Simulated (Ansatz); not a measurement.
MgTePb2O6:
```
CELL_PARAMETERS angstrom
      0.00000     3.98653     3.98653
      3.98653     0.00000     3.98653
      3.98653     3.98653     0.00000
ATOMIC_POSITIONS crystal
  Mg 0.00000 0.00000 0.00000
  Te 0.50000 0.50000 0.50000
  Pb 0.75000 0.75000 0.75000
  Pb 0.25000 0.25000 0.25000
  O  0.25833 0.74167 0.25833
  O  0.74167 0.25833 0.74167
  O  0.25833 0.74167 0.74167
  O  0.74167 0.25833 0.25833
  O  0.25833 0.25833 0.74167
  O  0.74167 0.74167 0.25833
```

PBEsol in the plane-wave PAW code Ansatz gives a gap of 2.55 eV without spin–orbit coupling, maximum at X, minimum at Γ.

What happens when spin–orbit coupling is switched on?

The gap decreases by 0.02 eV, to 2.53 eV; maximum at X, minimum at Γ.

Give the electron effective mass with spin–orbit coupling.

0.47 mₑ (isotropic).

Give the hole effective mass with spin–orbit coupling.

0.28, 1.6, 1.6 mₑ (principal values).

Space group Fm-3m. The first step of the workflow began from a Materials Project structure, measured or hypothetical; the Crystallography Open Database files this formula in space group No. 225, but the cells were not matched. Its standing as an ambient phase is unchecked. Symmetry was held in the PBEsol relaxation; its stability against distortions is not shown here.

Potentials: the later of the program's two PAW sets.
